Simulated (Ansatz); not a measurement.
A geometry of WSe₂ away from equilibrium: step 2 of the relaxation of a generated cell, WSe2 placed in the cotunnite structure type. Calculation: r2SCAN (plane waves to 500 eV, PAW, scalar-relativistic; Ansatz, a quantum-chemistry and plane-wave program). Γ-centred k-mesh 3×5×3 on the run's cell (coarser than for final values), Fermi–Dirac smearing 0.05 eV. The plane waves were selected for a different cell earlier on the path.

```xyz
12
Lattice="6.7160 0.0000 0.0000 0.0000 4.0280 0.0000 0.0000 0.0000 8.1940" Properties=species:S:1:pos:R:3 pbc="T T T"
W      4.9868     1.0070     4.8601
W      1.6288     1.0070     7.4308
W      1.7292     3.0210     3.3338
W      5.0871     3.0210     0.7631
Se     4.2703     1.0070     7.5051
Se     0.9124     1.0070     4.7859
Se     2.4456     3.0210     0.6889
Se     5.8036     3.0210     3.4081
Se     3.4411     1.0070     2.8790
Se     0.0831     1.0070     1.2180
Se     3.2748     3.0210     5.3150
Se     6.6328     3.0210     6.9760
```

Problem. What forces act on the atoms (eV/Å)?

Solution. 
```csv
atom,Fx,Fy,Fz
W1,0.12,0.00,0.19
W2,0.12,0.00,-0.19
W3,-0.12,0.00,-0.19
W4,-0.12,0.00,0.19
Se5,-0.22,0.00,-0.43
Se6,-0.22,0.00,0.43
Se7,0.22,0.00,0.43
Se8,0.22,0.00,-0.43
Se9,-0.63,0.00,-0.15
Se10,-0.63,0.00,0.15
Se11,0.63,0.00,0.15
Se12,0.63,0.00,-0.15
```

The path ends in Pnma (No. 62). No spin polarisation in the result. No dispersion correction is included, so spacings between layers, chains or molecules are soft and tend to come out too large.

The run could not lose the symmetry of its start: the end is stationary, and may be a saddle point rather than a minimum.

The end of the path is a generated cell of WSe2: the first start was made by placing the elements on the sites of a structure type, and the end was not matched to a known phase here, so it may be hypothetical. Known forms of WSe2 include space group No. 194.
